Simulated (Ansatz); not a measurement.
Input file for Ansatz (a quantum-chemistry and plane-wave program):

Ansatz 0.2 input:
```yaml
crystal:
  lattice:
    - [0.0, 2.3536766146, 2.3536766146]
    - [2.3536766146, 0.0, 2.3536766146]
    - [2.3536766146, 2.3536766146, 0.0]
  atoms:
    - { symbol: Ca, position: [0.0, 0.0, 0.0] }
    - { symbol: O, position: [0.5, 0.5, 0.5] }
kpoints:
  mp_grid: { grid: [10, 10, 10] }
hamiltonian:
  xc: lda
  pseudopotentials: { azcp: { folder: ./paw }, kind: paw }
scf:
  occupations: { method: fixed }
phonons:
  method: dfpt
  response_accuracy: low
  qmesh: [5, 5, 5]
  interpolated_qmesh: [20, 20, 20]
  dielectric: true
  rigid_motions: translations
  temperatures: { t_max: 1000, t_step: 50 }
  qpath:
    path:
      - [[0.0, 0.0, 0.0], [0.5, 0.0, 0.5], [0.625, 0.25, 0.625]]  # Γ-X-U
      - [[0.375, 0.375, 0.75], [0.0, 0.0, 0.0], [0.5, 0.5, 0.5], [0.5, 0.25, 0.75], [0.5, 0.0, 0.5]]  # K-Γ-L-W-X
    npoints: 13
```

Output (shortened):

```
Pseudopotential: Ca, paw, valence charge 10
Pseudopotential: O, paw, valence charge 6
Functional definition: SPW92
Crystal: 2 atoms, lattice volume = 26.078 Å³
Basis set: ecut = 420 eV, 531 PW (Γ), exchange–correlation on 48×48×48 points (8 copies of the dense FFT grid, shifted against one another)
Bands: 12, of which v1, the nominal top of the filled ones, is band 8 counted from 1 (7 counted from 0)
Symmetry: 48 space group operations
k-points: 102 of 1000 (irreducible under 8 space group operations, time reversal used)
SCF iter   1: F=—  HF=-2332.354639 eV  |F-HF|=—  |Δ(HF+E_count)|=         —  Δρ=1.11e-1  dr2=2.89e0  ethr=3.10e-3  ⟨swp⟩=4.1  Hψ=7199  notcnv=0  defer=6
preconditioner: auto → none
SCF iter   2: F=—  HF=-2332.181055 eV  |F-HF|=—  |Δ(HF+E_count)|=   1.74e-1  Δρ=9.89e-2  dr2=2.33e0  ethr=3.10e-3  ⟨swp⟩=3.0  Hψ=3436  notcnv=0  defer=174
SCF iter   3: F=—  HF=-2331.639558 eV  |F-HF|=—  |Δ(HF+E_count)|=   5.41e-1  Δρ=1.58e-2  dr2=5.75e-2  ethr=3.10e-3  ⟨swp⟩=2.8  Hψ=2123  notcnv=0  defer=79
SCF iter   4: F=—  HF=-2331.647013 eV  |F-HF|=—  |Δ(HF+E_count)|=   7.45e-3  Δρ=4.67e-3  dr2=3.58e-3  ethr=3.59e-4  ⟨swp⟩=2.2  Hψ=2182  notcnv=0  defer=188
SCF iter   5: F=—  HF=-2331.648055 eV  |F-HF|=—  |Δ(HF+E_count)|=   1.04e-3  Δρ=7.00e-4  dr2=7.92e-5  ethr=2.24e-5  ⟨swp⟩=2.7  Hψ=1978  notcnv=0  defer=199
SCF iter   6: F=—  HF=-2331.648038 eV  |F-HF|=—  |Δ(HF+E_count)|=   1.63e-5  Δρ=3.99e-5  dr2=9.15e-8  ethr=4.95e-7  ⟨swp⟩=2.4  Hψ=2166  notcnv=0  defer=193
SCF iter   7: F=—  HF=-2331.648039 eV  |F-HF|=—  |Δ(HF+E_count)|=   4.37e-7  Δρ=9.90e-6  dr2=1.95e-8  ethr=5.72e-10  ⟨swp⟩=2.0  Hψ=2039  notcnv=0  defer=5
SCF iter   8: F=—  HF=-2331.648039 eV  |F-HF|=—  |Δ(HF+E_count)|=   2.95e-9  Δρ=6.05e-7  dr2=1.03e-10  ethr=1.22e-10  ⟨swp⟩=2.0  Hψ=1507  notcnv=0  defer=5
SCF iter   9: F=-2331.648039 eV  HF=-2331.648039 eV  |F-HF|=2.27e-12  |Δ(HF+E_count)|=  1.46e-11  Δρ=1.16e-7  dr2=3.65e-12  ethr=1.00e-12  ⟨swp⟩=6.8  Hψ=7285  notcnv=0
SCF 1 converged in 9 iterations: F = -2331.648039 eV  dr2 = 3.65e-12
NSCF: frozen V_eff on 2 k-points
DFPT response loops at Γ: preconditioner auto → none (the input reference at scf.mixing.eps_inf says where Resta's filter doesn't serve); β = 0.50 …
NSCF: frozen V_eff on 47 k-points
NSCF: frozen V_eff on 1100 k-points
DFPT response loops at q = (0, 0, 0.2) (fractional): mixed as the last ones told, above
NSCF: frozen V_eff on 1100 k-points
DFPT response loops at q = (0, 0, 0.4) (fractional): mixed as the last ones told, above
NSCF: frozen V_eff on 610 k-points
DFPT response loops at q = (0, 0.2, 0.2) (fractional): mixed as the last ones told, above
NSCF: frozen V_eff on 2000 k-points
DFPT response loops at q = (0, 0.2, 0.4) (fractional): mixed as the last ones told, above
NSCF: frozen V_eff on 2000 k-points
DFPT response loops at q = (0, 0.2, -0.4) (fractional): mixed as the last ones told, above
NSCF: frozen V_eff on 1100 k-points
DFPT response loops at q = (0, 0.2, -0.19999999999999996) (fractional): mixed as the last ones told, above
NSCF: frozen V_eff on 610 k-points
DFPT response loops at q = (0, 0.4, 0.4) (fractional): mixed as the last ones told, above
NSCF: frozen V_eff on 1100 k-points
DFPT response loops at q = (0, 0.4, -0.4) (fractional): mixed as the last ones told, above
NSCF: frozen V_eff on 1100 k-points
DFPT response loops at q = (0.2, 0.4, -0.4) (fractional): mixed as the last ones told, above
SCF converged after 9 iterations
Free energy (F): -2331.648039 eV
Harris-Foulkes:  -2331.648039 eV  (|F-HF|=2.27e-12)
Internal energy: -2331.648039 eV  (E = F + TS)
E sigma→0 (E₀):  -2331.648039 eV
Fermi energy:    8.007834 eV
--- Per-component energies (eV) ---
  E_band       = -91.441388
  E_kinetic    = 425.275254
  E_local      = -860.329358  (includes V_loc(G=0)·N_el)
  E_nonlocal   = 147.945481
  E_hartree    = 282.392539
  E_xc         = -198.969870
  E_vxc        = -251.550000  (∫ρ·V_xc dr)
  E_paw        = -974.638917  (= ΣΔE_a)
  E_vpaw       = -117.568662  (= ΣTr[D̂ρ^β])
  E_aug_tail   = 0.000787  (compensation charges beyond the density's cutoff)
  E_ewald      = -1153.704042
  E_core_change = 0.380088  (= ΣΔE_core)
  E_smearing   =  0.000000  (= −TS)
  E_closure    =  0.000000  (closes the sum)
  Σ components = -2331.648039   (vs F -2331.648039, Δ=0.00e0)
  [band-id]    e_kinetic+e_local+e_nonlocal+2·e_hartree+e_vxc+e_vpaw+e_augmentation_tail = -91.441421   (vs E_band -91.441388, Δ=-3.35e-5)
--- Band table (eV; the first three rows and the last of 102) ---
  k-point 0: bands = ["-28.9000", "-9.8392", "-9.8392", "-9.8392", "-7.3202", "8.0078", "8.0078", "8.0078", "13.0991", "14.2776", "14.2776", "14.2776"]
  k-point 1: bands = ["-28.8864", "-10.0414", "-9.8455", "-9.8455", "-7.1138", "7.6246", "7.8492", "7.8492", "13.5658", "14.2428", "14.4657", "14.4657"]
  k-point 2: bands = ["-28.8505", "-10.4720", "-9.8618", "-9.8618", "-6.6710", "6.7981", "7.4717", "7.4717", "14.2179", "14.6912", "14.9865", "14.9865"]
  k-point 101: bands = ["-28.7107", "-10.4570", "-10.3995", "-10.3062", "-6.5909", "6.6911", "6.8435", "7.0729", "13.5263", "15.2913", "16.8129", "17.9775"]
--- Phonons (Γ-DFPT): 2 representative perturbations + reference, on 102 of 1000 k-points (Σ response iterations 7) ---
  ASR residual: 9.501e-5 → 0.000e0 eV/Å²; symmetrization residual: 2.129e-6 eV/Å²
  ASR residual per site (eV/Å²): 2.25e-5 9.50e-5
  Γ frequencies (cm⁻¹): 0.00 0.00 0.00 290.69 290.69 290.69
  ε∞ (high-frequency dielectric tensor):
        3.881255     0.000000     0.000000
        0.000000     3.881255     0.000000
        0.000000     0.000000     3.881255
  ε⁰ (static dielectric tensor: ions relaxed, cell fixed):
       14.896336     0.000000     0.000000
        0.000000    14.896336     0.000000
        0.000000     0.000000    14.896336
  ε⁰ − ε∞ (ionic part):
       11.015082     0.000000     0.000000
        0.000000    11.015082     0.000000
        0.000000     0.000000    11.015082
  softest optical mode at Γ: 290.69 cm⁻¹; the repairs (sum rule, projections) moved no ω² at Γ by more than (1.35 cm⁻¹)²
  Born effective charges Z* (e; rows j = field, columns β = displacement):
    site 0:
         2.37493    0.00000    0.00000
         0.00000    2.37493    0.00000
         0.00000    0.00000    2.37493
    site 1:
        -2.37493    0.00000    0.00000
         0.00000   -2.37493    0.00000
         0.00000    0.00000   -2.37493
  Z* charge neutrality: 1.238e-5 e pre-enforcement
  k-mesh period / interband length: 33.3 Å / 1.37 Å = 24.34 at k = (0.0000, 0.0000, 0.0000), direct gap 5.091 eV — 14 or more, which is no proof of convergence
  optical modes at Γ without the LO–TO term, one row a degenerate level:
      ω (cm⁻¹)  modes    IR ((D/Å)²/amu)
        290.69      3            34.1405
  optical modes at Γ + LO–TO along q̂ = [1.0000, 0.0000, 0.0000]:
      ω (cm⁻¹)  modes    IR ((D/Å)²/amu)
        290.69      2            22.7604
        569.48      1            11.3802
  optical modes at Γ + LO–TO along q̂ = [0.0000, 1.0000, 0.0000]:
      ω (cm⁻¹)  modes    IR ((D/Å)²/amu)
        290.69      2            22.7604
        569.48      1            11.3802
  optical modes at Γ + LO–TO along q̂ = [0.0000, 0.0000, 1.0000]:
      ω (cm⁻¹)  modes    IR ((D/Å)²/amu)
        290.69      2            22.7604
        569.48      1            11.3802
  non-analytic LO–TO correction: the dipole-dipole term of the run's Born effective charges and high-frequency dielectric tensor (where they are solved with …
--- Phonons (arbitrary-q DFPT): 10 irreducible q on the 5×5×5 mesh ---
  q = [0.0000, 0.0000, 0.0000] (star 1, of the zone-centre solve; hermiticity 1.20e-6, symmetrization 1.39e-14):  0.00  0.00 0.00 290.69 290.69 290.69
  q = [0.0000, 0.0000, 0.2000] (star 8, 2 solved perturbations on 550 of 1000 k-point pairs; hermiticity 5.77e-7, symmetrization 3.65e-11): 114.70 114.70 193.92 303.59 303.59 553.99
  q = [0.0000, 0.0000, 0.4000] (star 8, 2 solved perturbations on 550 of 1000 k-point pairs; hermiticity 5.56e-7, symmetrization 3.23e-11): 180.91 180.91 321.60 321.60 350.13 505.20
  q = [0.0000, 0.2000, 0.2000] (star 6, 4 solved perturbations in 970 linear systems a pass and spin channel, the states on 305 of 1000 k-point pairs; hermiticity 1.26e-6, symmetrization 1.10e-10): 122.90 122.90 212.47 303.18 303.18 522.33
  q = [0.0000, 0.2000, 0.4000] (star 24, 4 solved perturbations in 3100 linear systems a pass and spin channel, the states on 1000 of 1000 k-point pairs; hermiticity 2.67e-6, symmetrization 2.66e-11): 180.39 199.74 298.11 314.47 327.81 478.71
  q = [0.0000, 0.2000, -0.4000] (star 24, 4 solved perturbations in 3100 linear systems a pass and spin channel, the states on 1000 of 1000 k-point pairs; hermiticity 2.52e-6, symmetrization 4.27e-11): 199.07 234.12 323.62 336.63 348.85 453.64
  q = [0.0000, 0.2000, -0.2000] (star 12, 4 solved perturbations in 1710 linear systems a pass and spin channel, the states on 550 of 1000 k-point pairs; hermiticity 1.78e-6, symmetrization 2.19e-14): 165.51 185.58 275.14 318.79 319.56 511.49
  q = [0.0000, 0.4000, 0.4000] (star 6, 4 solved perturbations in 970 linear systems a pass and spin channel, the states on 305 of 1000 k-point pairs; hermiticity 2.70e-6, symmetrization 1.22e-10): 195.38 195.38 304.32 313.69 313.69 417.29
  q = [0.0000, 0.4000, -0.4000] (star 12, 4 solved perturbations in 1710 linear systems a pass and spin channel, the states on 550 of 1000 k-point pairs; hermiticity 2.06e-6, symmetrization 2.76e-14): 209.72 260.92 300.87 317.28 366.58 378.14
  q = [0.2000, 0.4000, -0.4000] (star 24, 6 solved perturbations on 550 of 1000 k-point pairs; hermiticity 2.98e-6, symmetrization 1.99e-10): 224.83 250.10 304.30 337.66 338.56 414.82
  sum rule: each row above includes the acoustic sum rule's correction from the zone centre's row sums; it moved no ω² by more than (1.27 cm⁻¹)²
  mesh force constants: q→R imaginary residual 0.00e0; ASR residual 9.501e-5 → 0.000e0 eV/Å²; symmetrization residual 7.994e-15 eV/Å²
  interpolated dispersion: 81 rows × 6 modes
  density of states and harmonic sums: on the 20×20×20 q-mesh, interpolated from the force constants of a 5×5×5 supercell (with the dipole–dipole term)
  largest difference from the sums on the solved wave vectors: F 5.12e-3 eV, S 7.18e-6 and C_V 2.01e-6 eV/K
  zero-point energy: 0.111915 eV/cell   skipped modes (ω ≤ 0): 3   left out of the sums: 6.25e-5 of the cell's modes …
```

Cost: about 7 core-minutes (a rough figure) on shared cores.

Space group Fm-3m (rock salt). The LDA relaxation kept the symmetry of its start.

Potentials: the earlier of the program's two PAW sets. The files were generated under PBE; for other functionals the program regenerates the frozen cores, and for LDA and PBEsol the local potential too.

Ansatz is a plane-wave DFT program.
